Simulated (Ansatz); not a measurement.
Mg$_{4}$Te$_{3}$Se:
```
CELL_PARAMETERS angstrom
      4.48989     0.00000     0.00000
      0.00000     4.48989     0.00000
      0.00000     0.00000    12.60189
ATOMIC_POSITIONS crystal
  Mg 0.50000 0.00000 0.60764
  Mg 0.00000 0.50000 0.39236
  Mg 0.50000 0.00000 0.13126
  Mg 0.00000 0.50000 0.86874
  Te 0.50000 0.50000 0.26207
  Te 0.50000 0.50000 0.73793
  Te 0.00000 0.00000 0.00000
  Se 0.00000 0.00000 0.50000
```

Relaxed with r²SCAN. Special points in fractions of this cell's reciprocal vectors: Γ (0.000, 0.000, 0.000); X (0.000, 0.500, 0.000); M (0.500, 0.500, 0.000); Z (0.000, 0.000, 0.500); R (0.000, 0.500, 0.500); A (0.500, 0.500, 0.500).

Task: List the band energies nearest the valence-band maximum at these points for the program Ansatz at the r²SCAN with spin–orbit coupling level (PAW).

Result: In eV from the valence-band maximum; about four levels below and three above (degenerate sets whole), none deeper than 8.9 eV; points with the same levels are listed once.

```
k                                below                above
-  -----------------------------------  -------------------
Γ                -0.09 -0.09 0.00 0.00  2.55 2.55 3.20 3.20
X              -0.42 -0.42 -0.38 -0.38  3.41 3.41 3.90 3.90
M              -1.34 -1.34 -1.28 -1.28  2.91 2.91 3.10 3.10
Z              -0.37 -0.37 -0.12 -0.12  3.06 3.06 3.48 3.48
R  -0.48 -0.48 -0.48 -0.48 -0.46 -0.46  3.86 3.86 4.27 4.27
A              -1.50 -1.50 -1.45 -1.45  3.63 3.63 3.63 3.63
```

Space group P-4m2. The workflow started from a Materials Project entry (that database holds measured and hypothetical structures alike); the Crystallography Open Database copy checked does not list it. Whether it is the stable phase at ambient conditions was not checked. The cell was relaxed with r²SCAN under the symmetry of its start; its stability against distortions is not shown here.

Potentials: the later of the program's two PAW sets.
